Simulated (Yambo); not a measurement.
A G0W0@LDA run in Yambo for MoCl$_{6}$ (space group P-31m, No. 162) (3×3×2 Γ-centred k mesh, bands 2 to 197 and a 6 Ry block in the screening, 197 bands in G with the Bruneval-Gonze terminator, plasmon pole fitted at 27.2 eV) gives these matrix elements, in eV, at the band edges (K → Γ):

```json
[
 {"state": "valence edge", "E0": "0.000", "<Vxc>": "-14.630", "<Σx>": "-18.723", "<Σc(E0)>": "3.155", "Z": "0.757"},
 {"state": "conduction edge", "E0": "0.945", "<Vxc>": "-16.622", "<Σx>": "-11.920", "<Σc(E0)>": "-3.544", "Z": "0.762"}
]
```

Problem. Solve the linearised quasiparticle equation for both states, give the gap, and say how exchange and correlation each act on it.

Solution. E = E0 + Z(Σx + Σc − Vxc). Valence: 0.000 + 0.757 × (-18.723 + (3.155) − (-14.630)) = -0.71 eV. Conduction: 0.945 + 0.762 × (-11.920 + (-3.544) − (-16.622)) = 1.83 eV. The gap is 2.54 eV, against 0.94 eV in LDA. Replacing Vxc by bare exchange alone would open it by 8.80 eV; correlation takes back 6.70 eV of that, and Z scales what is left. Nearest settings tried, and what they do to the gap: 129 bands in G: +11 meV; 95 bands in W: +35 meV; 3×3×1 mesh: +70 meV. Not varied: block. So the settings aren't converged at that level. Spin-orbit splittings are left out.

Geometry of the Materials Project entry, not relaxed at this level; primitive cell a = b = 6.1735 Å, c = 5.6659 Å, α = β = 90.00°, γ = 120.00°.

The structure is a Materials Project entry; no match was found in the copy of COD used, and its stability was not checked.
